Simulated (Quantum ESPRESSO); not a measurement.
pw.x input (Quantum ESPRESSO 7.5; PBEsol, PseudoDojo standard norm-conserving files, scalar-relativistic):

```
&CONTROL
  calculation = 'scf'
  pseudo_dir = './pseudo'
  outdir = './out'
  tprnfor = .true.
  tstress = .true.
/
&SYSTEM
  ibrav = 0
  nat = 12
  ntyp = 2
  ecutwfc = 82.0
  ecutrho = 328.0
  occupations = 'smearing'
  smearing = 'fd'
  degauss = 0.002
  nbnd = 28
/
&ELECTRONS
  conv_thr = 1.2e-09
/
ATOMIC_SPECIES
C 12.0110 C.upf
Si 28.0850 Si.upf
CELL_PARAMETERS angstrom
  3.076619966000   0.000000000000   0.000000000000
 -1.538309983000   2.664431049000   0.000000000000
  0.000000000000   0.000000000000  15.098080000000
ATOMIC_POSITIONS crystal
C   0.000000000000   0.000000000000   0.874370000000
C   0.000000000000   0.000000000000   0.374370000000
C   0.333333333000   0.666666667000   0.708000000000
C   0.666666667000   0.333333333000   0.208000000000
C   0.666666667000   0.333333333000   0.541520000000
C   0.333333333000   0.666666667000   0.041520000000
Si   0.333333333000   0.666666667000   0.832990000000
Si   0.666666667000   0.333333333000   0.332990000000
Si   0.666666667000   0.333333333000   0.666500000000
Si   0.333333333000   0.666666667000   0.166500000000
Si   0.000000000000   0.000000000000   0.499730000000
Si   0.000000000000   0.000000000000   0.999730000000
K_POINTS automatic
12 12 2 0 0 0
```

End of the output:

```

[...]
     the Fermi energy is    10.5183 ev
!    total energy              =    -123.07423340 Ry
     estimated scf accuracy    <          1.6E-10 Ry
     smearing contrib. (-TS)   =      -0.00000000 Ry
     internal energy E=F+TS    =    -123.07423340 Ry
     The total energy is F=E-TS. E is the sum of the following terms:
     one-electron contribution =      33.85599239 Ry
     hartree contribution      =      13.79774574 Ry
     xc contribution           =     -45.07111404 Ry
     ewald contribution        =    -125.65685749 Ry
     convergence has been achieved in  13 iterations
     Forces acting on atoms (cartesian axes, Ry/au):
     atom    1 type  1   force =     0.00000000   -0.00000000    0.00019233
     atom    2 type  1   force =     0.00000000   -0.00000000    0.00019233
     atom    3 type  1   force =     0.00000000   -0.00000000    0.00004629
     atom    4 type  1   force =     0.00000000    0.00000000    0.00004629
     atom    5 type  1   force =     0.00000000   -0.00000000   -0.00000599
     atom    6 type  1   force =     0.00000000   -0.00000000   -0.00000599
     atom    7 type  2   force =     0.00000000    0.00000000   -0.00004791
     atom    8 type  2   force =    -0.00000000    0.00000000   -0.00004791
     atom    9 type  2   force =     0.00000000   -0.00000000    0.00003963
     atom   10 type  2   force =     0.00000000    0.00000000    0.00003963
     atom   11 type  2   force =     0.00000000    0.00000000   -0.00022436
     atom   12 type  2   force =     0.00000000    0.00000000   -0.00022436
     Total force =     0.000432     Total SCF correction =     0.000023
     Computing stress (Cartesian axis) and pressure
          total   stress  (Ry/bohr**3)                   (kbar)     P=        4.98
   0.00003574   0.00000000   0.00000000            5.26        0.00        0.00
   0.00000000   0.00003574   0.00000000            0.00        5.26        0.00
   0.00000000   0.00000000   0.00003008            0.00        0.00        4.43
```
In a gapped system the printed Fermi energy is only some level inside the gap.

Geometry of the Materials Project entry, not relaxed at this level.
